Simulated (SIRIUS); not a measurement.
Set-up for a self-consistent single point of Sn2SeS (P1, 8 atoms in the cell; from Materials Project mp-1218960, changed as shown).

```xyz
8
Lattice="4.0385 0.0000 0.0000 0.0000 4.6518 0.0000 0.0000 0.0000 11.4896" Properties=species:S:1:pos:R:3 pbc="T T T"
Sn    -0.0093     0.4866     7.1108
Sn    -0.0403     4.1120     1.4600
Sn     2.0409     1.6558     4.3945
Sn     1.9704     2.9984    10.0660
Se    -0.0146     3.5606     3.9931
Se     0.0286     1.1651     9.7852
S      2.0592     3.4746     7.4285
S      2.0422     1.1539     1.7204
```

Method: LDA (PW92), GBRV LDA ultrasoft pseudopotentials (plane waves; SIRIUS 7.12.0).

SIRIUS settings:

- parameters.ngridk = 4 4 2
- parameters.xc_functionals = [XC_LDA_X, XC_LDA_C_PW]
- parameters.gk_cutoff = 6.325 1/bohr
- parameters.pw_cutoff = 14.143 1/bohr
- parameters.smearing = fermi_dirac
- parameters.smearing_width = 0.00183747 Ha
- potentials = GBRV LDA ultrasoft pseudopotentials
- parameters.electronic_structure_method = pseudopotential
- parameters.num_bands = 48
- parameters.num_mag_dims = 0
- parameters.num_dft_iter = 100
- parameters.energy_tol = 1e-07 Ha
- parameters.density_tol = 1e-06
- mixer.type = anderson
- mixer.beta = 0.7
- mixer.use_hartree = false

Results:

- Number of valence electrons: 80
- Number of bands: 48
- Number of k-points after the program's reduction: 20
- Number of plane waves (most at a k-point): 6272
- Number of SCF iterations: 37
- FFT grid: 40 × 45 × 100
- Free energy E − TS: -10482.3696 eV
- Gap on the k-point mesh: 0.99 eV
- Pressure: -2.71 GPa
- Largest force (vector length): 0.995 eV/Å

Forces (eV/Å):
```csv
atom,Fx,Fy,Fz
Sn1,0.133,0.101,0.005
Sn2,0.155,0.069,-0.927
Sn3,-0.075,0.141,-0.462
Sn4,0.234,0.133,-0.098
Se5,0.111,-0.266,0.952
Se6,-0.210,-0.222,-0.060
S7,-0.167,-0.071,0.156
S8,-0.181,0.116,0.432
```

Stress (GPa, positive for compression):
```
-2.56   0.35   0.03
 0.35  -3.49  -0.33
 0.03  -0.33  -2.09
```

Gaps are taken between levels on the mesh.

For comparison: a first run was changed to give this one (atoms moved at random), and from it to this one the free energy goes up by 16.3 meV/atom, the pressure goes from -3.05 to -2.71 GPa, the largest force goes from 0.070 to 0.995 eV/Å and the gap on the mesh goes from 0.959 to 0.992 eV.

The structure comes from a collection of computed structures, made at another level of theory; the collection holds predicted forms beside known ones.

Cost on one core: about 5 core-minutes (a rough figure).
